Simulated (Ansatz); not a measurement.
Ansatz (a quantum-chemistry and plane-wave program) input:

Ansatz 0.2 input:
```yaml
crystal:
  lattice:
    - [-2.2712873026, 2.9875614748, 4.5861729287]
    - [2.2712873026, -2.9875614748, 4.5861729287]
    - [2.2712873026, 2.9875614748, -4.5861729287]
  atoms:
    - { symbol: Pt, position: [0.7272668141, 0.5, 0.2272668141] }
    - { symbol: Pt, position: [0.2727331859, 0.5, 0.7727331859] }
    - { symbol: Cd, position: [0.0, 0.0, 0.0] }
    - { symbol: Sr, position: [0.7003878498, 0.2003878498, 0.5] }
    - { symbol: Sr, position: [0.2996121502, 0.7996121502, 0.5] }
kpoints:
  mp_grid: { grid: [11, 11, 11] }
hamiltonian:
  xc: r2scan
  pseudopotentials: { kind: paw }
scf:
  occupations: { method: gaussian, width: 0.1 }
checkpoint: { read: metal.run }
output: { write_density: true, elf: true, volumetric_format: npy }
basis: { fft_grid_basis: typed }
```

Output (shortened):

```
Pseudopotential: Pt, paw, valence charge 18
Pseudopotential: Cd, paw, valence charge 20
Pseudopotential: Sr, paw, valence charge 10
Functional definition: r2SCAN
Crystal: 5 atoms, lattice volume = 124.480 Å³
Basis set: ecut = 500 eV, 3123 PW (Γ), exchange–correlation on 180×180×180 points (64 copies of the dense FFT grid, shifted against one another)
Bands: 46, of which v1, the nominal top of the filled ones, is band 38 counted from 1 (37 counted from 0)
Symmetry: 8 space group operations
Space group: Immm (ITA 71), of the structure as read, at distance tolerance 5.0e-5 Å
k-points: 216 of 1331
Stability of the state it starts from, as read at its close in the unpolarized treatment …
iter 1 solved again at ethr=3.36e-6 eV; its pass at ethr=3.10e-3 eV (dr2=2.55e-3 eV) is discarded
SCF iter   1: F=—  HF=-40456.058365 eV  |F-HF|=—  |Δ(HF+E_count)|=         —  Δρ=4.09e-6  dr2=1.33e-8  dr2_τ=1.24e-8  ethr=3.36e-6  ⟨swp⟩=3.1  Hψ=71787  notcnv=0
preconditioner: auto → Kerker (q_TF=auto, 2.513 Å⁻¹)
SCF iter   2: F=—  HF=-40456.058312 eV  |F-HF|=—  |Δ(HF+E_count)|=   5.27e-5  Δρ=2.51e-6  dr2=7.85e-9  dr2_τ=1.38e-8  ethr=1.75e-11  ⟨swp⟩=9.6  Hψ=47864  notcnv=0
SCF iter   3: F=-40456.058312 eV  HF=-40456.058312 eV  |F-HF|=1.57e-9  |Δ(HF+E_count)|=  8.59e-10  Δρ=1.46e-6  dr2=2.09e-9  dr2_τ=2.18e-9  ethr=1.03e-11  ⟨swp⟩=1.0  Hψ=20803  notcnv=0
SCF 1 converged in 3 iterations: F = -40456.058312 eV  dr2 = 2.09e-9
SCF converged after 3 iterations
Free energy (F): -40456.058312 eV
Harris-Foulkes:  -40456.058312 eV  (|F-HF|=1.57e-9)
Internal energy: -40456.046842 eV  (E = F + TS)
E sigma→0 (E₀):  -40456.052577 eV
Entropy (-TS):   -0.011471 eV (-2.294 meV/atom)
Fermi energy:    12.727336 eV
--- Per-component energies (eV) ---
  E_band       = -1217.148671
  E_kinetic    = 2277.932643
  E_local      = -9858.493145  (includes V_loc(G=0)·N_el)
  E_nonlocal   = 840.245211
  E_hartree    = 3981.804875
  E_xc         = -997.974950
  E_vxc        = -1281.527784  (∫ρ·V_xc dr)
  E_paw        = -28496.434891  (= ΣΔE_a)
  E_vpaw       = -1239.971568  (= ΣTr[D̂ρ^β])
  E_aug_tail   = 0.000300  (compensation charges beyond the density's cutoff)
  E_vtau       = 81.052413  (kinetic-family band-sum trace: ∫τ·v_τ [+ j·A + Jᵃ·Aᵃ] dr)
  E_ewald      = -8201.807052
  E_core_change = -1.319833  (= ΣΔE_core)
  E_smearing   = -0.011471  (= −TS)
  E_closure    =  0.000000  (closes the sum)
  Σ components = -40456.058312   (vs F -40456.058312, Δ=0.00e0)
  [band-id]    e_kinetic+e_local+e_nonlocal+2·e_hartree+e_vxc+e_vpaw+e_augmentation_tail+e_vtau = -1217.152181   (vs E_band -1217.148671, Δ=-3.51e-3)
--- Band table (eV; the first three rows and the last of 216) ---
  k-point 0: bands = ["-92.9468", "-87.2364", "-87.2272", "-53.1542", "-53.0673", "-53.0122", "-40.9992", "-40.8695", "-40.8519", "-40.8413", "-40.8233", "-40.8093", "-23.9940", "-23.9389", "-5.6538", "-5.4824", "-5.4740", "-5.3608", "-5.3347", "-5.2822", …
  k-point 1: bands = ["-92.9468", "-87.2363", "-87.2273", "-53.1542", "-53.0673", "-53.0122", "-40.9977", "-40.8695", "-40.8519", "-40.8412", "-40.8234", "-40.8109", "-23.9922", "-23.9402", "-5.6427", "-5.4878", "-5.4722", "-5.3757", "-5.3422", "-5.2799", …
  k-point 2: bands = ["-92.9468", "-87.2362", "-87.2274", "-53.1542", "-53.0673", "-53.0122", "-40.9935", "-40.8694", "-40.8522", "-40.8408", "-40.8238", "-40.8152", "-23.9874", "-23.9437", "-5.6209", "-5.5076", "-5.4585", "-5.4250", "-5.3467", "-5.2743", …
  k-point 215: bands = ["-92.9468", "-87.2364", "-87.2272", "-53.1542", "-53.0673", "-53.0122", "-40.9992", "-40.8696", "-40.8518", "-40.8415", "-40.8232", "-40.8094", "-23.9746", "-23.9555", "-5.6931", "-5.5579", "-5.4893", "-5.3380", "-5.3180", "-5.2576", …
```

Cost: around 70 core-seconds (rough) on shared cores.

The workflow started from an entry of the Crystallography Open Database (COD, 293 K). Its standing as an ambient phase is unchecked. Symmetry was held in the r²SCAN relaxation; whether a distortion lowers the energy is not shown. The run is not spin-polarised. Scalar-relativistic: spin–orbit coupling is off unless named, which matters more the heavier the elements.

Potentials: the later of the program's two PAW sets.

Ansatz is a plane-wave DFT program.
